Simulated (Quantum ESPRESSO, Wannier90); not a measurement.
**Wannierisation of WS2 (P6₃/mmc, 2Hc stacking as in molybdenite)**

Cell from Materials Project (mp-224), symmetrised, no further relaxation. COD (Crystallography Open Database) has the formula in 2 space groups, this one among them (matched by group alone). Computed values, not measurements, from PBEsol: Quantum ESPRESSO (norm-conserving PseudoDojo potentials, cutoff 60 Ry, no spin polarisation, no spin-orbit coupling) on a Γ-centred 6×6×4 mesh, then Wannier90. Density: 12×12×4 mesh, cold smearing 0.01 Ry. The cell is built of weakly bound layers, chains or molecules, whose nearest atoms lie 3.84 Å apart. Database cells relaxed without dispersion often hold them too far apart, which can enlarge gaps and weakens couplings between them; spacing and stacking were not compared with the measured crystal. Spin-orbit coupling is left out although heavy elements are present.

```
begin unit_cell_cart
ang
    3.1842198219    0.0000000000    0.0000000000
   -1.5921099110    2.7576152570    0.0000000000
    0.0000000000    0.0000000000   12.9782800000
end unit_cell_cart
mp_grid = 6 6 4
```

Which shells of neighbouring k-points and which b-vectors and weights does Wannier90 pick for this cell and mesh?


```
 *---------------------------------- K-MESH ----------------------------------*
 +----------------------------------------------------------------------------+
 |                    Distance to Nearest-Neighbour Shells                    |
 |                    ------------------------------------                    |
 |          Shell             Distance (Ang^-1)          Multiplicity         |
 |          -----             -----------------          ------------         |
 |             1                   0.121033                      2            |
 |             2                   0.242065                      2            |
 |             3                   0.363098                      2            |
 |             4                   0.379748                      6            |
 |             5                   0.398569                     12            |
 |             6                   0.450337                     12            |
 |             7                   0.484131                      2            |
 |             8                   0.525403                     12            |
       ... (lines left out)
 +----------------------------------------------------------------------------+
 | The b-vectors are chosen automatically                                     |
 | The following shells are used:                       1,  4                 |
 +----------------------------------------------------------------------------+
 |                        Shell   # Nearest-Neighbours                        |
 |                        -----   --------------------                        |
 |                          1               2                                 |
 |                          2               6                                 |
 +----------------------------------------------------------------------------+
 | Completeness relation is fully satisfied [Eq. (B1), PRB 56, 12847 (1997)]  |
 +----------------------------------------------------------------------------+
 |                  b_k Vectors (Ang^-1) and Weights (Ang^2)                  |
 |                  ----------------------------------------                  |
 |            No.         b_k(x)      b_k(y)      b_k(z)        w_b           |
 |            ---        --------------------------------     --------        |
 |             1         0.000000    0.000000    0.121033    34.132219        |
 |             2         0.000000    0.000000   -0.121033    34.132219        |
 |             3         0.000000    0.379748    0.000000     2.311473        |
 |             4         0.328871    0.189874    0.000000     2.311473        |
 |             5         0.000000   -0.379748    0.000000     2.311473        |
 |             6         0.328871   -0.189874    0.000000     2.311473        |
 |             7        -0.328871   -0.189874    0.000000     2.311473        |
 |             8        -0.328871    0.189874    0.000000     2.311473        |
```
